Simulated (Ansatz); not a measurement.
Here is the system:

AlN:
```cif
data_Al2N2
_chemical_formula_sum 'Al2 N2'
_space_group_name_H-M_alt 'P42/mmc'
_space_group_IT_number 131
_space_group_name_Hall '-P 4c 2'
_cell_length_a 2.93813
_cell_length_b 2.93813
_cell_length_c 5.17700
_cell_angle_alpha 90.000
_cell_angle_beta 90.000
_cell_angle_gamma 90.000
loop_
_atom_site_label
_atom_site_type_symbol
_atom_site_symmetry_multiplicity
_atom_site_Wyckoff_symbol
_atom_site_fract_x
_atom_site_fract_y
_atom_site_fract_z
_atom_site_occupancy
Al1 Al 2 c 0.00000 0.50000 0.00000 1
N1 N 2 e 0.00000 0.00000 0.25000 1
```

This is the PBE-relaxed structure.

Task: All from plane-wave PAW PBE (Ansatz code), unless another level is named. Give the electronic character.

Result: metallic (no gap).

Task: Next, the formation energy from the elements (no fitted shifts)?

Result: -426 meV/atom.

Task: And the density of states at the Fermi level?

Result: 0.25 states/eV per atom (mean over ±0.08 eV).

Space group P4_2/mmc. A made-up cell: these elements were put on the sites of a structure type; neither database checked (COD, Materials Project) lists it. It is not the phase usual at ambient conditions (space group No. 186, 216). The PBE relaxation kept the symmetry of its start; its stability against distortions is not shown here. The references are the lowest solids computed at this level, not always the standard phases (solids in place of the gases).

Potentials: the later of the program's two PAW sets.
